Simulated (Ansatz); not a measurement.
A relaxed cell of In3Sb2As is given with its symmetry left out. The cell was found from a structure generator's guess, not taken from experiment.

Level of theory: DFT PBE, scalar-relativistic, plane waves, PAW (Ansatz). Cutoff 420 eV, Γ-centred mesh, Gaussian smearing, no spin polarisation.

```cif
data_structure
_symmetry_space_group_name_H-M 'P 1'
_symmetry_Int_Tables_number 1
_cell_length_a 4.5897
_cell_length_b 4.5897
_cell_length_c 11.2418
_cell_angle_alpha 90.000
_cell_angle_beta 90.000
_cell_angle_gamma 120.000
_cell_volume 205.08
loop_
_atom_site_label
_atom_site_type_symbol
_atom_site_fract_x
_atom_site_fract_y
_atom_site_fract_z
_atom_site_occupancy
In1 In 0.00000 0.00000 0.01212 1
In2 In 0.33333 0.66667 0.66727 1
In3 In 0.66667 0.33333 0.32113 1
Sb1 Sb 0.33333 0.66667 0.92175 1
Sb2 Sb 0.66667 0.33333 0.57710 1
As1 As 0.00000 0.00000 0.25064 1
```

Energies over the elements count from the elements' standard structures at the same level, with no fitted energy shifts.

(1) What space group does it have?

(2) What is its formation energy per atom?

(3) Is it a metal?

Answers

(1) P3m1 (No. 156), with Sb and As ordered on zinc blende sites. Conventional cell: a = 4.590 Å, c = 11.242 Å. In on its first site has 1 As at 2.68 Å and 3 Sb at 2.84 Å; In on its second site has 4 Sb at 2.84–2.86 Å; Sb on its first site is surrounded by 4 In at 2.84–2.86 Å; As is surrounded by 4 In at 2.68–2.77 Å; 2 more sites not described.

(2) −0.15 eV/atom. A negative formation energy is needed for stability but isn't enough: competing phases decide.

(3) There is no gap on the 12×12×4 mesh, but valence and conduction bands overlap by only 0.04 eV, so at this level it is a semimetal.

The last run used a 12×12×4 mesh (in the run's order of axes) for its 6-atom cell and Gaussian smearing of 0.10 eV. These runs have no spin–orbit coupling, which can matter for Sb. The zero gap may come from the functional, which often closes small gaps. The reference form of As is held partly by dispersion forces, which this level lacks. Symmetry constrained the relaxation, so the result can be a saddle point.
